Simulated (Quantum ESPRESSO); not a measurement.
Convergence of NMR parameters in CdSe

```
CdSe
1.0
    0.00000     3.07027     3.07027
    3.07027     0.00000     3.07027
    3.07027     3.07027     0.00000
Cd Se
1 1
Direct
  0.00000   0.00000   0.00000
  0.75000   0.75000   0.75000
```
Geometry: a computed entry of the Materials Project; it was not checked against measured cells. It is CdSe in F-43m. Stability against distortions was not tested.

Method: σ by PBE GIPAW on JTH datasets (Quantum ESPRESSO, modified build). The cutoff rises from row to row, with the meshes as listed. These are absolute shieldings with no macroscopic susceptibility term; δ = σ_ref − σ needs a reference computed alike. Spin–orbit coupling is left out; its weight grows with the heaviest atom, Cd here. No d partial waves on Se: the paramagnetic term there is incompletely reconstructed. The band gap at this level is small, which makes the paramagnetic part of σ large and sensitive to the functional.

```json
[
 {"setting": "A", "cutoff (Ha)": "8", "k-mesh": "4×4×4 through Γ"},
 {"setting": "B", "cutoff (Ha)": "10", "k-mesh": "5×5×5 shifted"},
 {"setting": "C", "cutoff (Ha)": "20", "k-mesh": "7×7×7 shifted"},
 {"setting": "D", "cutoff (Ha)": "30", "k-mesh": "10×10×10 shifted"}
]
```

### Question
From which setting on does σ_iso Se (ppm) stay within 1 of the tightest run?

### Answer
From D on (only the tightest run itself). Differences from the tightest run: A -17126.0, B 49.0, C 33.3.

```csv
setting,cutoff (Ha),k-mesh,σ_iso Cd (ppm),σ_iso Se (ppm),f-sum rule missed by (%)
A,8,4×4×4 through Γ,3343.4,-15094.4,3.5
B,10,5×5×5 shifted,2916.6,2080.7,1.2
C,20,7×7×7 shifted,2941.2,2064.9,0.01
D,30,10×10×10 shifted,2944.5,2031.7,0.01
```
